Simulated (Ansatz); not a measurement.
Method: Ansatz, DFT PBE, scalar-relativistic, plane waves, PAW. Settings: cutoff 420 eV, Γ-centred meshes spaced at most about 0.3 Å⁻¹, and about 0.25 Å⁻¹ or finer for metals (2π included), Gaussian smearing. No spin polarisation in the final relaxations.

These are static total energies at zero pressure. All come from trial cells, and lower structures may exist.

Task: Order these relaxed structures of SbS₅ by energy, lowest first, with the energy over the lowest of them.
A.

Space group Cmmm (No. 65). a = 4.732 Å, b = 12.081 Å, c = 4.034 Å, α = 90.00°, β = 90.00°, γ = 90.00°
```csv
atom,site,symmetry,x,y,z
Sb,2a,mmm,0.0000,0.0000,0.0000
S,4i,m2m,0.5000,0.1334,0.0000
S,2c,mmm,0.5000,0.0000,0.5000
S,4j,m2m,0.0000,0.2338,0.5000
```

B.

Space group F-43m (No. 216). a = 7.576 Å, b = 7.576 Å, c = 7.576 Å, α = 90.00°, β = 90.00°, γ = 90.00°
```json
{"atom": "Sb", "site": "4a", "symmetry": "-43m", "x": "0.0000", "y": "0.0000", "z": "0.0000"}
{"atom": "S", "site": "4d", "symmetry": "-43m", "x": "0.2500", "y": "0.2500", "z": "0.7500"}
{"atom": "S", "site": "16e", "symmetry": ".3m", "x": "0.1176", "y": "0.3824", "z": "0.1176"}
```

C.

Space group R-3m:H (No. 166). a = 6.907 Å, b = 6.907 Å, c = 10.729 Å, α = 90.00°, β = 90.00°, γ = 120.00°
```
atom  site  symmetry       x       y       z
  Sb    3b       -3m  0.3333  0.6667  0.1667
   S    9e      .2/m  0.1667  0.3333  0.3333
   S    6c        3m  0.3333  0.6667  0.8824
```

D.

Space group P6/mmm (No. 191). a = 6.560 Å, b = 6.560 Å, c = 3.224 Å, α = 90.00°, β = 90.00°, γ = 120.00°
```
atom  site  symmetry       x       y       z
  Sb    1a     6/mmm  0.0000  0.0000  0.0000
   S    2c      -6m2  0.3333  0.6667  0.0000
   S    3g       mmm  0.5000  0.0000  0.5000
```

Result: C (0 meV/atom), A (277 meV/atom), D (496 meV/atom), B (709 meV/atom). Forms: C R-3m; A Cmmm; D P6/mmm; B F-43m. Counting S atoms around Sb (those within 1.25 times the shortest such distance or 1.15 times the sum of covalent radii, 1.27 where that leaves under three; a plus sign parts nearer from farther groups; the shortest distance is added where it exceeds 1.18 times the sum of covalent radii): C has Sb 6+2; A has Sb 8+4; D has Sb 18 from 3.7 Å; B has Sb 16 from 3.2 Å. C holds S–S nets (shortest 2.36 Å); A holds S–S chains (shortest 2.40 Å) (bonds between like non-metal atoms; other contacts aren't counted). Even the lowest lies +0.25 eV/atom against the elements.

Spin–orbit coupling, which can matter for Sb, is left out. In R-3m, Cmmm, P6/mmm, F-43m an odd number of electrons in the primitive cell allows no gap without spin; a larger cell or a magnetic state could open one. A magnetic state wasn't ruled out in cells without spin, among them F-43m. Cells relaxed within their symmetry can be saddle points. Some structure types and database cells were kept out of the candidates from the start, so a known form may be missing.
